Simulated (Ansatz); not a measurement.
Relaxed Si (space group Ia-3):

```xyz
16
Lattice="-6.5678 6.5678 6.5678 3.2839 -3.2839 3.2839 3.2839 3.2839 -3.2839" Properties=species:S:1:pos:R:3 pbc="T T T"
Si     0.6713     0.6713     0.6713
Si    -2.6126     3.9552     3.9552
Si    -0.6713     2.6126     0.6713
Si    -3.9552     5.8965     3.9552
Si     3.9552     2.6126    -0.6713
Si     0.6713     5.8965     2.6126
Si    -3.9552     7.2390     5.8965
Si    -0.6713     3.9552     2.6126
Si     2.6126     2.6126     2.6126
Si    -0.6713     5.8965     5.8965
Si     3.9552     0.6713     2.6126
Si     0.6713     3.9552     5.8965
Si    -0.6713     0.6713     3.9552
Si    -3.9552     3.9552     7.2390
Si    -2.6126     5.8965     7.2390
Si     0.6713     2.6126     3.9552
```

The atoms are displaced by Q × the pattern below (from a DFPT mode at N = (0.5, 0.0, 0.0), largest move 1; Q in Å), at fixed cell. It is one choice among 2 degenerate patterns. (q is in reciprocal vectors of the primitive cell; the cell shown is doubled to hold the pattern.)

```csv
atom,x,y,z
Si1,-0.019,0.035,-0.120
Si2,0.019,-0.035,0.120
Si3,0.181,0.736,0.653
Si4,-0.181,-0.736,-0.653
Si5,-0.114,0.000,0.386
Si6,0.114,0.000,-0.386
Si7,0.087,-0.644,-0.673
Si8,-0.087,0.644,0.673
Si9,0.086,0.050,0.214
Si10,-0.086,-0.050,-0.214
Si11,0.168,0.398,0.253
Si12,-0.168,-0.398,-0.253
Si13,-0.141,0.035,0.425
Si14,0.141,-0.035,-0.425
Si15,0.056,0.178,0.301
Si16,-0.056,-0.178,-0.301
```

Level of theory: LDA (plane waves to 420 eV, PAW, scalar-relativistic; Ansatz, a program for electronic structure). k mesh 5×10×10 (Γ-centred), Fermi-Dirac smearing 0.05 eV. Energies are smeared free energies. With partly filled bands, energies and forces of such displacements shift with the k mesh and the smearing. Si was relaxed with its symmetry unable to fall. This is one of several known forms of Si; the measured ambient cells at hand have space group No. 227. ΔE is measured from the undisplaced structure.

```
Q (Å)   ΔE (meV/cell)  −dE/dQ from forces (eV/Å)
------  -------------  -------------------------
-0.180            523                      5.735
-0.150            364                      4.816
-0.120            234                      3.877
-0.090            132                      2.921
-0.060             59                      1.954
-0.030             15                      0.979
0.000               0                      0.000
0.030              15                     -0.979
0.060              59                     -1.954
0.090             132                     -2.921
0.120             234                     -3.877
0.150             364                     -4.816
0.180             523                     -5.735
```

Read from the data:

```
Quantity                                                                                                             Result
-----------------------------------------------------------  --------------------------------------------------------------
Energy at Q = 0.180 Å                                                                                          523 meV/cell
Space group of the distorted cell                                                             P1 (No. 1), lowered from Ia-3
Symmetry of the curve                                                                         even: the same for both signs
Shape of the curve                                           a single well with its minimum at or next to zero displacement
Harmonic wavenumber from the curvature (finite differences)                                                        243 cm⁻¹
```

(A displaced cell: forces are minus the slopes of the energy, force constants its curvatures, and phonons follow from these.)
